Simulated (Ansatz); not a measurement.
MoPt:
```
MoPt
1.0
    3.15788     0.00000     0.00000
    0.00000     3.15788     0.00000
    0.00000     0.00000     3.15788
Pt Mo
1 1
Direct
  0.00000   0.00000   0.00000
  0.50000   0.50000   0.50000
```

Relaxed with r²SCAN. Special points in fractions of this cell's reciprocal vectors: Γ (0.000, 0.000, 0.000); X (0.000, 0.500, 0.000); M (0.500, 0.500, 0.000); R (0.500, 0.500, 0.500).

Problem. List the band energies nearest the Fermi level at these points for r²SCAN with spin–orbit coupling (plane waves, PAW; program Ansatz).

Solution. In eV from the Fermi level; about four levels below and three above (degenerate sets whole), none deeper than 8.9 eV; points with the same levels are listed once.

| k | below | above |
|---|---|---|
| Γ | -3.82 -3.82 -3.82 -3.82 -3.12 -3.12 | 0.11 0.11 0.11 0.11 |
| X | -0.74 -0.74 -0.59 -0.59 | 0.96 0.96 3.32 3.32 |
| M | -1.63 -1.63 -1.28 -1.28 | 0.01 0.01 0.64 0.64 |
| R | -1.44 -1.44 -1.44 -1.44 | 2.48 2.48 2.48 2.48 |

Space group Pm-3m (CsCl type). The start of the workflow was typed in or built on a structure type; neither database checked (COD, Materials Project) lists it. Whether it is the stable phase at ambient conditions was not checked. The cell was relaxed with r²SCAN under the symmetry of its start. At this level the phase is mechanically unstable. No spin polarisation was allowed. Its formation energy is positive at this level, so the cell may be metastable or incomplete.

Potentials: the later of the program's two PAW sets.
